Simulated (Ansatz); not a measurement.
## Cs₂NaMnF₆: settings compared (Ansatz)

input.yaml:

```yaml
crystal:
  lattice:
    - [0.03246, 4.408795, 4.426309]
    - [4.399791, 0.013982, 4.444788]
    - [4.427276, 4.454757, -0.013503]
  atoms:
    - { symbol: F, position: [0.800836, 0.198664, 0.203413] }
    - { symbol: F, position: [0.213913, 0.776602, 0.211792] }
    - { symbol: F, position: [0.216994, 0.799488, 0.765738] }
    - { symbol: F, position: [0.806868, 0.217626, 0.781494] }
    - { symbol: F, position: [0.224987, 0.213978, 0.773684] }
    - { symbol: F, position: [0.80829, 0.777648, 0.203793] }
    - { symbol: Na, position: [0.508632, 0.493946, 0.507507] }
    - { symbol: Mn, position: [0.976396, 0.013509, 0.003739] }
    - { symbol: Cs, position: [0.248617, 0.245486, 0.249181] }
    - { symbol: Cs, position: [0.735472, 0.754035, 0.744176] }
kpoints:
  mp_grid: { grid: [4, 4, 4], shift: [0.5, 0.5, 0.0] }
magnetization:
  spin_polarized: false
scf:
  occupations: { method: fermi_dirac, width: 0.0461 }
hamiltonian:
  pseudopotentials: { kind: paw }
  xc: r2scan
basis:
  ecutwfc: 500
output:
  forces: true
  stress: true
  eigenvalues: true
```

Run with:

```bash
ansatz run input.yaml --threads 1 --pin off --max-ram 2560MiB --backend cpu --events-out ev --progress --plain --runs-dir out
```

Origin of the cell: a strained cell with displaced atoms, so it need not be a known compound.

Output of this run (shortened):

```
Pseudopotentials: kind: paw
Pseudopotential: F, paw, valence charge 7, recommended cutoff 500 eV (meta_gga), F.paw.azcp
Pseudopotential: Na, paw, valence charge 9, recommended cutoff 500 eV (meta_gga), Na.paw.azcp
Pseudopotential: Mn, paw, valence charge 15, recommended cutoff 500 eV (meta_gga), Mn.paw.azcp
Pseudopotential: Cs, paw, valence charge 9, recommended cutoff 500 eV (meta_gga), Cs.paw.azcp
Functional definition: r2SCAN
  exchange = r2scan_x(k0 = k0, k1 = k1, a1 = a1)
  correlation = r2scan_c
Crystal: 10 atoms, lattice volume = 172.858 Å³
Basis set: ecut = 500 eV, 4405 PW (Γ), exchange–correlation on 192×192×192 points (64 copies of the dense FFT grid, shifted against one another)
Bands: 52, of which v1, the nominal top of the filled ones, is band 42 counted from 1 (41 counted from 0)
[… 15 lines left out …]
Initial density: superposition of atomic densities (neutral atoms: chi_scale 0, normalization atom), corrected by the library's trained network
Functional: x = r2scan, c = r2scan; τ floored in thin density (d = 2e-4 eV/Å³)
SCF iter   1: F=—  HF=-21632.024773 eV  Δρ=1.96e-2  dr2=2.99e-1  dr2_τ=2.64e-1  defer=43
SCF iter   2: F=—  HF=-21632.333118 eV  Δρ=5.13e-2  dr2=1.14e0  dr2_τ=4.96e-2  defer=85  recentre
SCF iter   3: F=—  HF=-21632.228587 eV  Δρ=1.47e-2  dr2=1.74e-1  dr2_τ=4.35e-3  defer=85
SCF iter   4: F=—  HF=-21632.216467 eV  Δρ=9.76e-3  dr2=9.88e-2  dr2_τ=2.73e-3  defer=85
SCF iter   5: F=—  HF=-21632.212158 eV  Δρ=5.97e-3  dr2=6.63e-2  dr2_τ=1.40e-3  defer=85
[… 20 lines left out …]
SCF iter  26: F=—  HF=-21632.199771 eV  Δρ=5.22e-5  dr2=1.97e-6  dr2_τ=1.31e-7  defer=85
SCF iter  27: F=—  HF=-21632.199771 eV  Δρ=3.24e-5  dr2=8.55e-7  dr2_τ=7.78e-8  defer=85
SCF iter  28: F=—  HF=-21632.199771 eV  Δρ=2.27e-5  dr2=4.24e-7  dr2_τ=3.40e-8  defer=85
SCF iter  29: F=—  HF=-21632.199771 eV  Δρ=1.59e-5  dr2=1.52e-7  dr2_τ=8.81e-9  defer=85
SCF iter  30: F=-21632.199771 eV  HF=-21632.199771 eV  Δρ=5.97e-6  dr2=3.53e-8  dr2_τ=1.52e-9
SCF 1 converged in 30 iterations: F = -21632.199771 eV  dr2 = 3.53e-8
SCF converged after 30 iterations
Free energy (F): -21632.199771 eV
Harris-Foulkes:  -21632.199771 eV  (|F-HF|=2.34e-8)
Internal energy: -21632.033091 eV  (E = F + TS)
E sigma→0 (E₀):  -21632.116431 eV
Entropy (-TS):   -0.166679 eV (-16.668 meV/atom)
Fermi energy:    6.283510 eV
--- Per-component energies (eV) ---
  E_band       = -891.707130
  E_kinetic    = 1961.658661
  E_local      = -9361.360891  (includes V_loc(G=0)·N_el)
  E_nonlocal   = 854.889880
  E_hartree    = 3790.964820
  E_xc         = -950.364293
  E_vxc        = -1193.951183  (∫ρ·V_xc dr)
  E_paw        = -12978.867547  (= ΣΔE_a)
  E_vpaw       = -815.706136  (= ΣTr[D̂ρ^β])
  E_aug_tail   = 0.006150  (compensation charges beyond the density's cutoff)
  E_vtau       = 80.830575  (kinetic-family band-sum trace: ∫τ·v_τ [+ j·A + Jᵃ·Aᵃ] dr)
  E_ewald      = -4948.561971
  E_core_change = -0.397901  (= ΣΔE_core)
  E_smearing   = -0.166679  (= −TS)
  Σ components = -21632.199771   (vs F -21632.199771, Δ=0.00e0)
--- Forces (eV/Å), atoms counted from 1 ---
  atom   1  F      4.024033    -0.019783    -0.049130
[… 4 lines left out …]
  atom   6  F      0.216710    -0.437032    -1.785335
  atom   7  Na     0.190421    -0.259475    -0.156171
  atom   8  Mn    -5.068234     3.532394     2.235107
  atom   9  Cs    -0.018296    -0.012769     0.069210
  atom  10  Cs     0.039200     0.184141     0.119212
  max |Σ_I F_I| component: 1.68e-4 eV/Å
--- Stress (GPa, compression-positive) ---
        3.583798       0.157471       0.557798
        0.157464       2.183806       0.079230
        0.557807       0.079223      -0.009015
  P = ⅓ Tr σ = 1.9195 GPa (19.195 kbar)
```

The same input was run again with these changes:

1. `basis.ecutwfc` 500 → "600 eV"; `scf.n_extra_bands` default → 8
2. `kpoints.mp_grid.grid` [4, 4, 4] → [1, 1, 1]; `scf.occupations.method` fermi_dirac → methfessel_paxton; `scf.occupations.width` 0.0461 → 0.001
3. `kpoints.mp_grid.grid` [4, 4, 4] → [2, 2, 2]; `basis.ecutwfc` 500 → "300 eV"
4. `hamiltonian.hubbard` default → { sites: [{ species: Cs, l: f, u_eff: 4.0 }] }; `scf.max_iter` default → 50

```csv
run,end,SCF iterations,P (GPa),max force component (eV/Å),moment (μB),ΔE(σ→0) (meV/atom)
base,converged,30,1.92,5.068,–,0
1,converged,31,1.91,5.061,–,-3.25
2,converged,33,1.18,4.846,–,-57.36
3,converged,30,1.38,5.082,–,378.44
4,input refused,0,–,–,–,–
```

Energies are compared only where functional, datasets, charge and starting cell are the same.

Not properties of the system: run 2 (too coarse or loose: `kpoints.mp_grid.grid` = [1, 1, 1]), run 3 (too coarse or loose: `kpoints.mp_grid.grid` = [2, 2, 2], `basis.ecutwfc` = "300 eV").

Caveats of the base run: no spin polarisation, so a magnetic state may lie lower; the given cell is far from equilibrium, with atoms too close or a volume far off; the k mesh is coarse if the cell is a metal.

Run 3: the cutoff lies below the datasets' advice.

The base run took 240 s of wall time on 1 CPU thread(s) of a shared host, from the program's own first density.
